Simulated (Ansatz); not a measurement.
An elastic tensor (GPa, Voigt order, standard axes) from DFT-r²SCAN in the program Ansatz with PAW potentials:

```
493  162  162  0.0  0.0  0.0
162  493  162  0.0  0.0  0.0
162  162  493  0.0  0.0  0.0
0.0  0.0  0.0  106  0.0  0.0
0.0  0.0  0.0  0.0  106  0.0
0.0  0.0  0.0  0.0  0.0  106
```

**Question.** Which compound is it?
(A) Pd, fcc (Cu type)
(B) Mo, bcc (W type)
(C) Nb, bcc (W type)
(D) K, bcc (W type)

**Answer.** B, Mo, bcc (W type)

Space group Im-3m (bcc (W type)). The cell was relaxed with r²SCAN under the symmetry of its start. No spin polarisation was allowed. As this level gives no gap, shear constants depend on the k-mesh and smearing (Fermi–Dirac, 0.1 eV here).

Potentials: the later of the program's two PAW sets.
